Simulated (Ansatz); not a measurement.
GaS:
```yaml
crystal:
  lattice:
    - [3.59053, 0.00000, 0.00000]
    - [-1.79527, 3.10949, 0.00000]
    - [0.00000, 0.00000, 15.44702]
  atoms:
    - { symbol: Ga, position: [0.33333, 0.66667, 0.17077] }
    - { symbol: Ga, position: [0.66667, 0.33333, 0.67077] }
    - { symbol: Ga, position: [0.33333, 0.66667, 0.32923] }
    - { symbol: Ga, position: [0.66667, 0.33333, 0.82923] }
    - { symbol: S, position: [0.33333, 0.66667, 0.60033] }
    - { symbol: S, position: [0.66667, 0.33333, 0.10033] }
    - { symbol: S, position: [0.33333, 0.66667, 0.89967] }
    - { symbol: S, position: [0.66667, 0.33333, 0.39967] }
```

Relaxed with PBE+D3(BJ).

Question: Give the optical modes at the zone centre with their infrared and Raman activity from DFPT, plane-wave PAW PBE+D3(BJ) (Ansatz code).

Answer: Transverse frequencies, without the LO–TO term; a row sums one degenerate level.

| ω (cm⁻¹) | degeneracy | IR ((D/Å)²/amu) | Raman (Å⁴/amu) | activity | symmetry |
|---|---|---|---|---|---|
| 22 | 2 | 0.00 | 0.98 | Raman | E2g |
| 45 | 1 | 0.00 | 0 | silent | B1g |
| 68 | 2 | 0.00 | 0 | silent | E2u |
| 70 | 2 | 0.00 | 35 | Raman | E1g |
| 177 | 1 | 0.00 | 0 | silent | B2u |
| 185 | 1 | 0.00 | 910 | Raman | A1g |
| 282 | 2 | 0.00 | 0 | silent | E2u |
| 283 | 2 | 0.00 | 94 | Raman | E1g |
| 287 | 2 | 43.01 | 0 | IR | E1u |
| 288 | 2 | 0.00 | 1.4 | Raman | E2g |
| 315 | 1 | 4.10 | 0 | IR | A2u |
| 333 | 1 | 0.00 | 0 | silent | B1g |
| 356 | 1 | 0.00 | 0 | silent | B2u |
| 358 | 1 | 0.00 | 850 | Raman | A1g |

Question: How high does the top mode go among those that the LO–TO term moves?

Answer: 347 cm⁻¹ for q along x, 347 cm⁻¹ for q along y, 329 cm⁻¹ for q along z.

Space group P6_3/mmc. The cell was relaxed with PBE+D3(BJ) under the symmetry of its start.

Potentials: the later of the program's two PAW sets.
